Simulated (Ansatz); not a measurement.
BP (rock salt, Fm-3m), PBEsol (plane waves, PAW; program Ansatz), all energies at zero smearing, with the estimated change up to a 700 eV cutoff added, with one set of potentials and settings (totals compare only within such a set). Cell of 2 atoms (1 P, 1 B): -891.625 eV.

```csv
element,reference phase,E (eV/atom)
P,"Cmce, 4 atoms in the cell",-740.0363
B,"R-3m, 12 atoms in the cell",-152.6704
```

Formation energy per atom, worked out: (-891.625 − 1×(-740.0363) − 1×(-152.6704))/2 = 0.541 eV/atom (52 kJ per mol of atoms), at 0 K, without zero-point energy or fitted corrections.

The start of the workflow was typed in or built on a structure type; neither database checked (COD, Materials Project) lists it. It is not the phase usual at ambient conditions (space group No. 216). Symmetry was held in the PBEsol relaxation; its stability against distortions is not shown here. Its formation energy is positive at this level, so the cell may be metastable or incomplete. The references are the lowest solids computed at this level, not always the standard phases.

Potentials: the earlier of the program's two PAW sets. The files were generated under PBE; for other functionals the program regenerates the frozen cores, and for LDA and PBEsol the local potential too.
